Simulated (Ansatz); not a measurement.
Ansatz (an electronic-structure program) input:

Ansatz 0.2 input:
```yaml
crystal:
  lattice:
    - [4.5473444924, 0.0, 0.0]
    - [-2.2736722462, 3.9381158502, 0.0]
    - [0.0, 0.0, 4.2362309531]
  atoms:
    - { symbol: Ni, position: [0.0, 0.6709161076, 0.5] }
    - { symbol: Ni, position: [0.3290838924, 0.0, 0.0] }
    - { symbol: Ni, position: [0.3290838924, 0.3290838924, 0.5] }
    - { symbol: Ni, position: [0.0, 0.3290838924, 0.0] }
    - { symbol: Ni, position: [0.6709161076, 0.0, 0.5] }
    - { symbol: Ni, position: [0.6709161076, 0.6709161076, 0.0] }
    - { symbol: N, position: [0.6666666667, 0.3333333333, 0.75] }
    - { symbol: N, position: [0.3333333333, 0.6666666667, 0.25] }
kpoints:
  mp_grid: { grid: [10, 10, 10] }
hamiltonian:
  xc: pbesol
  pseudopotentials: { kind: paw }
scf:
  occupations: { method: fermi_dirac, width: 0.1 }
phonons:
  method: dfpt
  response_accuracy: low
  eigenvectors: true
  rigid_motions: translations
```

Output (shortened):

```
zone centre: on kpoints.mp_grid the ground state, and the responses unless they are solved on pairs of k-points, stand on 504 of the mesh's 1000 k-points, …
Pseudopotentials: kind: paw
Pseudopotential: Ni, paw, valence charge 18
Pseudopotential: N, paw, valence charge 5
Functional definition: PBEsol
Crystal: 8 atoms, lattice volume = 75.862 Å³
Basis set: ecut = 420 eV, 1485 PW (Γ), exchange–correlation on 64×64×60 points (8 copies of the dense FFT grid, shifted against one another)
Bands: 71, of which v1, the nominal top of the filled ones, is band 59 counted from 1 (58 counted from 0)
Symmetry: 12 space group operations
k-points: 504 of 1000 (irreducible under 1 space group operation, time reversal used)
PAW frozen core: Ni, regenerated for the run's functional, and the local potential with it
PAW frozen core: N, regenerated for the run's functional, and the local potential with it
Initial wavefunctions: pseudopotential atomic-orbital guess
Eigensolver: davidson
Functional: x = pbesol(κ = 0.804, μ = 0.12345679012345678), c = pbesol(β = 0.046)
SCF iter   1: F=—  HF=-35587.311624 eV  |F-HF|=—  |Δ(HF+E_count)|=         —  Δρ=2.37e-2  dr2=2.19e-1  ethr=1.77e-3  ⟨swp⟩=5.4  Hψ=107727  notcnv=0  defer=869
all-band conjugate gradients solve this SCF's bands
preconditioner: auto → Kerker (q_TF=auto, 2.937 Å⁻¹)
SCF iter   2: F=—  HF=-35587.254736 eV  |F-HF|=—  |Δ(HF+E_count)|=   5.69e-2  Δρ=7.70e-3  dr2=3.24e-2  ethr=1.85e-4  ⟨swp⟩=2.9  Hψ=73688  notcnv=0  defer=1149
SCF iter   3: F=—  HF=-35587.246141 eV  |F-HF|=—  |Δ(HF+E_count)|=   8.59e-3  Δρ=2.42e-3  dr2=4.83e-3  ethr=2.75e-5  ⟨swp⟩=2.0  Hψ=37918  notcnv=0  defer=1149
SCF iter   4: F=—  HF=-35587.244968 eV  |F-HF|=—  |Δ(HF+E_count)|=   1.17e-3  Δρ=6.78e-4  dr2=2.75e-4  ethr=4.09e-6  ⟨swp⟩=2.0  Hψ=49216  notcnv=0  defer=1149
SCF iter   5: F=—  HF=-35587.244925 eV  |F-HF|=—  |Δ(HF+E_count)|=   4.27e-5  Δρ=1.60e-4  dr2=2.09e-5  ethr=2.33e-7  ⟨swp⟩=2.4  Hψ=52856  notcnv=0  defer=1149
SCF iter   6: F=—  HF=-35587.244926 eV  |F-HF|=—  |Δ(HF+E_count)|=   9.77e-7  Δρ=3.85e-5  dr2=9.44e-7  ethr=1.77e-8  ⟨swp⟩=2.6  Hψ=60862  notcnv=0  defer=1149
SCF iter   7: F=—  HF=-35587.244923 eV  |F-HF|=—  |Δ(HF+E_count)|=   3.13e-6  Δρ=2.09e-5  dr2=2.98e-7  ethr=8.00e-10  ⟨swp⟩=2.4  Hψ=65318  notcnv=0  defer=1149
SCF iter   8: F=—  HF=-35587.244923 eV  |F-HF|=—  |Δ(HF+E_count)|=   6.34e-8  Δρ=4.21e-6  dr2=1.09e-8  ethr=2.53e-10  ⟨swp⟩=2.0  Hψ=43374  notcnv=0  defer=1149
SCF iter  12: F=-35587.244923 eV  HF=-35587.244923 eV  |F-HF|=0.00e0  |Δ(HF+E_count)|=  2.18e-11  Δρ=4.33e-8  dr2=1.22e-12  ethr=1.00e-12  ⟨swp⟩=10.8  Hψ=181291  notcnv=0
SCF 1 converged in 12 iterations: F = -35587.244923 eV  dr2 = 1.22e-12
DFPT response loops at Γ: preconditioner auto → Kerker (q_TF=auto, 2.937 Å⁻¹) (partly filled bands, converged f_vac=0.000) …
SCF converged after 12 iterations
Free energy (F): -35587.244923 eV
Harris-Foulkes:  -35587.244923 eV  (|F-HF|=0.00e0)
Internal energy: -35587.089116 eV  (E = F + TS)
E sigma→0 (E₀):  -35587.167020 eV
Entropy (-TS):   -0.155806 eV (-19.476 meV/atom)
Fermi energy:    17.879192 eV
--- Per-component energies (eV) ---
  E_band       = -1693.677194
  E_kinetic    = 1963.141405
  E_local      = -21594.443965  (includes V_loc(G=0)·N_el)
  E_nonlocal   = 3929.961418
  E_hartree    = 9007.754731
  E_xc         = -626.017759
  E_vxc        = -808.290465  (∫ρ·V_xc dr)
  E_paw        = -9826.138103  (= ΣΔE_a)
  E_vpaw       = -3199.557747  (= ΣTr[D̂ρ^β])
  E_aug_tail   = 0.002812  (compensation charges beyond the density's cutoff)
  E_ewald      = -18442.589585
  E_core_change = 1.239931  (= ΣΔE_core)
  E_smearing   = -0.155806  (= −TS)
  E_closure    = 0.000000  (closes the sum)
  Σ components = -35587.244923   (vs F -35587.244923, Δ=0.00e0)
  [band-id]    e_kinetic+e_local+e_nonlocal+2·e_hartree+e_vxc+e_vpaw+e_augmentation_tail = -1693.677080   (vs E_band -1693.677194, Δ=1.13e-4)
--- Band table (eV; the first three rows and the last of 504) ---
  k-point 0: bands = ["-85.2837", "-85.2644", "-85.2615", "-85.2615", "-85.2606", "-85.2606", "-46.3604", "-46.2895", "-46.2895", "-46.2816", "-46.2816", "-46.2704", "-45.7275", "-45.6852", "-45.6714", "-45.6714", "-45.6610", "-45.6610", "-45.5728", "-45.5066", "-45.5066", "-45.4968", "-45.4968", "-45.4727", "-0.0530", "1.2829", "9.6452", "10.4360", "10.4360", "10.5457", "10.5457", "11.3654", "11.7151", "14.2438", "14.2438", "14.4180", "14.5617", "14.6814", "14.6814", "15.0942", "15.4381", "15.5535", "15.5951", "15.5951", "15.6762", "15.6762", "15.9590", "15.9590", "16.2159", "16.2159", "16.7218", "16.7781", "16.7781", "17.0709", "17.0709", "17.1104", "17.6941", "17.6941", "18.2942", "18.6302", "18.6675", "18.6675", "19.0699", "19.2666", "23.3672", "23.3672", "23.6183", "24.9391", "25.7241", "25.7241", "28.4275"]
  k-point 1: bands = ["-85.2833", "-85.2649", "-85.2616", "-85.2614", "-85.2608", "-85.2606", "-46.3581", "-46.2994", "-46.2921", "-46.2792", "-46.2726", "-46.2716", "-45.7265", "-45.6862", "-45.6734", "-45.6694", "-45.6642", "-45.6589", "-45.5704", "-45.5131", "-45.5032", "-45.4991", "-45.4903", "-45.4753", "-0.0192", "1.2528", "9.6423", "10.2550", "10.3564", "10.6298", "10.7389", "11.0812", "12.0179", "14.2119", "14.3438", "14.4334", "14.5895", "14.6749", "14.7173", "15.0850", "15.3829", "15.4214", "15.5324", "15.5835", "15.6407", "15.7395", "16.0107", "16.0624", "16.1762", "16.2943", "16.6959", "16.7207", "16.8249", "17.0295", "17.0488", "17.0731", "17.5991", "17.7878", "18.3739", "18.3957", "18.4144", "18.9201", "19.0524", "19.5748", "22.8993", "23.6493", "23.7481", "24.8198", "25.0831", "25.9145", "28.3862"]
  k-point 2: bands = ["-85.2819", "-85.2662", "-85.2616", "-85.2613", "-85.2609", "-85.2605", "-46.3516", "-46.3081", "-46.3020", "-46.2788", "-46.2696", "-46.2631", "-45.7235", "-45.6892", "-45.6754", "-45.6680", "-45.6674", "-45.6580", "-45.5635", "-45.5177", "-45.5089", "-45.4914", "-45.4842", "-45.4826", "0.0791", "1.1639", "9.6419", "10.1036", "10.1883", "10.7042", "10.8162", "10.9146", "12.4557", "14.2546", "14.4635", "14.4957", "14.6667", "14.7018", "14.7656", "15.0594", "15.2387", "15.2824", "15.4703", "15.4717", "15.5305", "15.7764", "16.1599", "16.1673", "16.2013", "16.4373", "16.6052", "16.6706", "16.8397", "16.8506", "17.0070", "17.0439", "17.4927", "17.9214", "18.1004", "18.2148", "18.5409", "19.0352", "19.1459", "19.9868", "22.3505", "23.7522", "24.1113", "24.2502", "24.6971", "25.5552", "28.0711"]
  k-point 503: bands = ["-85.2672", "-85.2672", "-85.2665", "-85.2665", "-85.2625", "-85.2625", "-46.3365", "-46.3365", "-46.2822", "-46.2822", "-46.2675", "-46.2675", "-45.7098", "-45.7098", "-45.6681", "-45.6681", "-45.6636", "-45.6636", "-45.5375", "-45.5375", "-45.5006", "-45.5006", "-45.4858", "-45.4858", "0.7191", "0.7191", "9.5133", "9.5133", "10.3036", "10.3036", "10.9762", "10.9762", "13.9584", "13.9584", "14.0911", "14.0911", "14.5787", "14.5787", "14.6862", "14.6862", "15.1526", "15.1526", "15.6248", "15.6248", "15.8870", "15.8870", "16.1721", "16.1721", "16.4479", "16.4479", "16.6584", "16.6584", "16.8239", "16.8239", "17.0692", "17.0692", "17.1890", "17.1890", "17.3739", "17.3739", "18.8998", "18.8998", "20.2900", "20.2900", "22.3655", "22.3655", "24.2080", "24.2080", "26.0511", "26.0511", "29.5642"]
  band table: 71 of 71 bands, residual norms ≤ 1.0e-3 eV
--- Phonons (Γ-DFPT): 4 representative perturbations + reference, on 504 of 1000 k-points (Σ response iterations 14) ---
  k mesh reduced under 1 symmetry operation, with k and −k counted as one. Each operation leaves every solved perturbation unchanged …
  ASR residual: 2.007e-3 → 0.000e0 eV/Å²; symmetrization residual: 8.921e-5 eV/Å²
  ASR residual per site (eV/Å²): 2.00e-3 2.01e-3 2.00e-3 2.00e-3 2.01e-3 2.00e-3 5.91e-4 5.91e-4
  Γ frequencies (cm⁻¹): 0.00 0.00 0.00 149.81 149.81 174.40 174.40 179.04 179.04 185.79 193.77 228.20 228.95 228.95 244.89 249.18 249.18 334.40 550.52 574.75 574.75 611.48 611.48 637.13
  non-analytic LO–TO correction: not included (Born effective charges unavailable; polar crystals: no LO–TO splitting at Γ)
```

Cost: about 25 core-minutes (a rough figure) on shared cores.

Space group P6_322. The workflow started from a Materials Project entry (that database holds measured and hypothetical structures alike); the Crystallography Open Database copy checked does not list it. Its standing as an ambient phase is unchecked. Symmetry was held in the PBEsol relaxation; whether a distortion lowers the energy is not shown. The run is not spin-polarised. As this level gives no gap, phonon frequencies hold no LO–TO term and depend on the k-mesh and smearing (Fermi–Dirac, 0.1 eV here).

Potentials: the later of the program's two PAW sets.

Ansatz is a plane-wave DFT program.
